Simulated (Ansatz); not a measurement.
Input:

Ta2C (space group P-3m1)

```
CELL_PARAMETERS angstrom
      6.15240     0.00000     0.00000
     -1.53810     2.66407     0.00000
      0.00000     0.00000     4.89012
ATOMIC_POSITIONS crystal
  Ta 0.16667 0.66667 0.25323
  Ta 0.66667 0.66667 0.25323
  Ta 0.33333 0.33333 0.74677
  Ta 0.83333 0.33333 0.74677
  C  0.00000 0.00000 0.00000
  C  0.50000 0.00000 0.00000
```

The atoms are displaced by Q × the pattern below (from a DFPT mode at M = (0.5, 0.0, 0.0), largest move 1; Q in Å), at fixed cell. (q is in reciprocal vectors of the primitive cell; the cell shown is doubled to hold the pattern.)

```tsv
atom	x	y	z
Ta1	0.006	0.003	-0.015
Ta2	-0.006	-0.003	0.015
Ta3	-0.006	-0.003	0.015
Ta4	0.006	0.003	-0.015
C5	0.864	0.499	0.066
C6	-0.864	-0.499	-0.066
```

Computed with LDA (plane waves to 420 eV, PAW, scalar-relativistic; Ansatz, a first-principles code). k mesh 17×17×10 (Γ-centred), Fermi-Dirac smearing 0.05 eV. Energies are smeared free energies. With partly filled bands, energies and forces of such displacements shift with the k mesh and the smearing. Spin-orbit coupling is left out, though Ta is heavy. Ta2C is run without spin polarisation. Ta2C was relaxed with its symmetry unable to fall. ΔE is measured from the undisplaced structure.

The scan covers Q from -0.180 to 0.180 Å in 13 points.

Task: Is this a single well or a double well?

Result: A single well with its minimum at or next to zero displacement.

Task: Which space group does the distorted structure have?

Result: P2_1/m (No. 11), lowered from P-3m1.

Task: What is the energy change at Q = 0.180 Å?

Result: 717 meV/cell.

Task: What harmonic wavenumber does the curvature at Q = 0 give?

Result: 700 cm⁻¹.

(A displaced cell: forces are minus the slopes of the energy, force constants its curvatures, and phonons follow from these.)
